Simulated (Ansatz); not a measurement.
## Zn4SO3: stable or not

The cell was found from a structure generator's guess, not taken from experiment.

Method: DFT PBE, scalar-relativistic, plane waves, PAW in Ansatz. Settings of the last relaxation (8-atom cell): 420 eV, 8×8×8 k points, Gaussian smearing of 0.02 eV, no spin polarisation.

```
Zn S O
1.0
     4.82078    0.00000    0.00000
     0.00000    4.82078    0.00000
     0.00000    0.00000    4.82078
Zn S O
4 1 3
Direct
  0.77061 0.77061 0.77061
  0.77061 0.22939 0.22939
  0.22939 0.77061 0.22939
  0.22939 0.22939 0.77061
  0.50000 0.50000 0.50000
  0.00000 0.00000 0.50000
  0.00000 0.50000 0.00000
  0.50000 0.00000 0.00000
```

The zero of energy is the elements' standard structures at the same level (O₂ as a molecule); no fitted shifts are applied.

Question: These tests were run: energy against the elements; random kick, then relaxation without symmetry; phonons on a 2×2×2 q mesh; elastic tensor. What do they show?

Answer:

| test | result |
| --- | --- |
| energy against the elements | −1.192 eV/atom |
| random kick, then relaxation without symmetry | returns |
| phonons on a 2×2×2 q mesh | no imaginary mode on the mesh |
| elastic tensor | least eigenvalue 43 GPa |

It fails none of these tests. Whether a mixture of other phases lies lower isn't tested here.

The reference form of S is held partly by dispersion forces, which this level lacks. The kick test ran on a coarse mesh. The run for the phonons used an 8×8×8 k mesh. The run for the elastic tensor used an 8×8×8 k mesh.
